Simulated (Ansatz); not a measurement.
Si3N4:
```
CELL_PARAMETERS angstrom
      0.00000     3.87163     3.87163
      3.87163     0.00000     3.87163
      3.87163     3.87163     0.00000
ATOMIC_POSITIONS crystal
  Si 0.62500 0.62500 0.12500
  Si 0.62500 0.12500 0.62500
  Si 0.62500 0.62500 0.62500
  Si 0.12500 0.62500 0.62500
  Si 0.25000 0.25000 0.25000
  Si 0.00000 0.00000 0.00000
  N  0.86755 0.86755 0.86755
  N  0.85265 0.38245 0.38245
  N  0.86755 0.86755 0.39735
  N  0.38245 0.85265 0.38245
  N  0.39735 0.86755 0.86755
  N  0.38245 0.38245 0.38245
  N  0.86755 0.39735 0.86755
  N  0.38245 0.38245 0.85265
```

Relaxed with PBEsol. Special points in fractions of this cell's reciprocal vectors: Γ (0.000, 0.000, 0.000); X (0.500, 0.000, 0.500); U (0.625, 0.250, 0.625); K (0.375, 0.375, 0.750); L (0.500, 0.500, 0.500); W (0.500, 0.250, 0.750).

**Question.** List the band energies nearest the valence-band maximum at these points for PBEsol (plane waves, PAW; program Ansatz).

**Answer.** In eV from the valence-band maximum; about four levels below and three above (degenerate sets whole), none deeper than 8.9 eV; points with the same levels are listed once.

```tsv
k	below	above
Γ	-0.18 -0.18 -0.18 -0.04 -0.04 -0.04	3.29 3.29 3.29
X	-1.13 -1.13 -0.45 -0.45	6.59 6.59 6.92 6.92
U	-1.48 -1.23 -1.02 -0.23	6.12 6.61 6.86
L	-0.48 -0.48 -0.35 -0.35	4.87 5.67 5.67
W	-1.07 -1.07 -0.77 -0.77	6.58 6.58 7.12 7.12
```

Space group Fd-3m. The cell was relaxed with PBEsol under the symmetry of its start; phonons on a q-mesh show no instability.

Potentials: the earlier of the program's two PAW sets.
